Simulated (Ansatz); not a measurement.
Problem. Each is relaxed and computed with DFT-PBEsol in the program Ansatz with PAW potentials. Which is the only metal?
A. AlSiCN, P3m1 (Al on 1b, Si on 1c, C on 1b, N on 1c)
B. K2LiGaF6, Fm-3m (K on 8c, Li on 4b, Ga on 4a, F on 24e)
C. LiF, zinc blende
D. LiC6, P6/mmm (Li on 1a, C on 6k)

Solution. D, LiC6, P6/mmm (Li on 1a, C on 6k). LiC6: metal; LiF: gap 7.67 eV (direct); K2LiGaF6: gap 6.43 eV (direct); AlSiCN: gap 3.26 eV (indirect). Typed or built starts, not in the databases checked: LiF, zinc blende. Not the usual ambient phase: LiF, zinc blende. Standing as an ambient phase not checked: LiC6, P6/mmm (Li on 1a, C on 6k); K2LiGaF6, Fm-3m (K on 8c, Li on 4b, Ga on 4a, F on 24e); AlSiCN, P3m1 (Al on 1b, Si on 1c, C on 1b, N on 1c). All cells were relaxed under the symmetry of their starts (and spin orders); stability against distortions was not tested throughout. Scalar-relativistic: spin–orbit coupling is off unless named, which matters more the heavier the elements.

Potentials: the later of the program's two PAW sets.
